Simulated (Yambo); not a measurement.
Yambo input for AlN (wurtzite, space group P6_3mc, No. 186) under isotropic strain of -1.5 % on all lattice vectors (a = b = 3.066 Å, c = 4.908 Å, α = β = 90.00°, γ = 120.00°), on norm-conserving PBEsol (Quantum ESPRESSO, 84 Ry, no spin-orbit coupling) wavefunctions on a 15×15×8 mesh:

```
optics
chi
dipoles
kernel
FFTGvecs= 40 Ry
Chimod= "HARTREE"
NGsBlkXd= 4 Ry
% QpntsRXd
 1 | 1 |
%
% BndsRnXd
 1 | 32 |
%
GrFnTpXd= "R"
% EnRngeXd
 0.0 | 20.0 | eV
%
% DmRngeXd
 0.2 | 0.2 | eV
%
CGrdSpXd= 50
ETStpsXd= 161
% LongDrXd
 1.0 | 0.0 | 0.0 |
%
% XfnQP_E
 1.538 | 1.0 | 1.0 |
%
```

First lines of the file o-*.eps_q1_inv_rpa_dyson:

```
Absorption @ Q(1):   1.00000000     0.00000000     0.00000000    [q->0 direction]
#
# [ X ] Hartree size     :   37
# [GEN] GF Energies     : Perdew, Burke & Ernzerhof SOL(X)+Perdew, Burke & Ernzerhof SOL(C)+ user defined corrections @E
# [GEN] Green`s Function     : Retarded
#
# [GEN] Gauge     : Length
# [GEN] [r,Vnl] included     : yes
#
#    E[1] [eV]     Im(eps)     Re(eps)     Im(eps_o)     Re(eps_o)
#
     0.000000     -0.15514E-15     3.825160     -0.27349E-18     4.057043
     0.125000     0.001251     3.825550     0.001364     4.057468
     0.250000     0.002504     3.826721     0.002731     4.058745
     0.375000     0.003762     3.828675     0.004103     4.060877
     0.500000     0.005028     3.831416     0.005484     4.063867
     0.625000     0.006305     3.834951     0.006876     4.067721
     0.750000     0.007596     3.839286     0.008283     4.072449
     0.875000     0.008902     3.844432     0.009707     4.078060
     1.000000     0.010228     3.850398     0.011152     4.084565
     1.125000     0.011576     3.857198     0.012620     4.091979
     1.250000     0.012950     3.864846     0.014117     4.100317
     1.375000     0.014353     3.873361     0.015644     4.109598
     1.500000     0.015789     3.882760     0.017206     4.119842
     1.625000     0.017260     3.893065     0.018807     4.131072
     1.750000     0.018773     3.904300     0.020452     4.143314
     1.875000     0.020330     3.916492     0.022145     4.156596
     2.000000     0.021937     3.929670     0.023890     4.170949
     2.125000     0.023599     3.943867     0.025695     4.186408
     2.250000     0.025321     3.959117     0.027563     4.203012
     2.375000     0.027109     3.975461     0.029503     4.220801
     2.500000     0.028971     3.992941     0.031520     4.239823
     2.625000     0.030913     4.011605     0.033622     4.260127
     2.750000     0.032943     4.031506     0.035819     4.281770
     2.875000     0.035071     4.052700     0.038119     4.304812
     3.000000     0.037306     4.075252     0.040533     4.329321
     3.125000     0.039660     4.099231     0.043072     4.355370
     3.250000     0.042144     4.124713     0.045750     4.383042
     3.375000     0.044774     4.151786     0.048582     4.412426
     3.500000     0.047566     4.180542     0.051583     4.443622
     3.625000     0.050537     4.211088     0.054774     4.476742
     3.750000     0.053709     4.243540     0.058175     4.511908
     3.875000     0.057107     4.278030     0.061813     4.549258
     4.000000     0.060759     4.314705     0.065716     4.588945
```
(The file goes on to the top of the energy range.) Convergence of the RPA response with its 15×15×8 mesh was not tested. The scissor comes from a G0W0 run whose convergence isn't established.

Geometry strained from the cell relaxed with PBEsol, atoms relaxed again.
